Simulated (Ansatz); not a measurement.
## Si$_{2}$SbAs: course of a relaxation

These are results of DFT PBEsol, scalar-relativistic, plane waves, PAW in Ansatz, not measurements. Run with 420 eV cutoff, 12×12×8 k-mesh, Gaussian smearing of 0.10 eV, no spin polarisation.

What was changed in Mn2SbAs: Mn → Si on all its sites, cell and atoms relaxed.

Command:

```bash
ansatz run input.yaml --threads 1 --pin off --max-ram 2560MiB --backend cpu --events-out ev --progress --plain --runs-dir out
```

Input:

```yaml
crystal:
  lattice:
    - [3.7526538518, 0.0, 0.0]
    - [-1.8763269259, 3.2498935673, 0.0]
    - [0.0, 0.0, 6.4983343146]
  atoms:
    - { symbol: Si, position: [0.6666666667, 0.3333333333, 0.732276627] }
    - { symbol: Si, position: [0.6666666667, 0.3333333333, 0.267723373] }
    - { symbol: Sb, position: [0.0, 0.0, 0.0] }
    - { symbol: As, position: [0.3333333333, 0.6666666667, 0.5] }
basis:
  ecutwfc: 420
kpoints:
  mp_grid: { grid: [12, 12, 8] }
hamiltonian:
  xc: pbesol
scf:
  occupations: { method: gaussian, width: 0.1 }
output:
  forces: true
  stress: true
  eigenvalues: true
  write_density: true
  write_potential: true
  elf: true
  volumetric_format: npy
relax:
  adjacent_minimum: "off"
  f_tol: 0.01
  max_steps: 60
  cell: { stress_tol: 0.1 }
```

F is the free energy. Steps run on the plane waves of an earlier cell, but the last one, and at times one on the way, on a freshly chosen basis, so a repeated geometry can differ a little in energy.

Steps:

```
step F − F(1) (eV) largest force component (eV/Å) V (Å³/atom) P (GPa)
   1         0.0000                           0.131       19.813    -0.20
   2        -0.0033                           0.179       19.627     0.32
   3        -0.0073                           0.007       19.724    -0.01
   4        -0.0072                           0.007       19.724    -0.01
```

Relaxed structure:

```xyz
4
Lattice="3.7219 0.0000 0.0000 -1.8610 3.2233 0.0000 0.0000 0.0000 6.5764" Properties=species:S:1:pos:R:3 pbc="T T T"
Si    1.8610    1.0744    4.8239
Si    1.8610    1.0744    1.7525
Sb    0.0000    0.0000    0.0000
As    0.0000    2.1488    3.2882
```

It takes space group P-6m2 (No. 187, hexagonal). Conventional cell: a = 3.722 Å, b = 3.722 Å, c = 6.576 Å, α = 90.00°, β = 90.00°, γ = 120.00°. Si (site symmetry 3m) has 3 As at 2.64 Å and 3 Sb at 2.77 Å as nearest neighbours. Sb (site symmetry -6m2) has 6 Si at 2.77 Å as nearest neighbours. Around As (site symmetry -6m2) lie 6 Si at 2.64 Å.

The run converged. The run took 78 s on 1 thread of Arm Neoverse V2, with other jobs on the host, peak memory 0.44 GiB.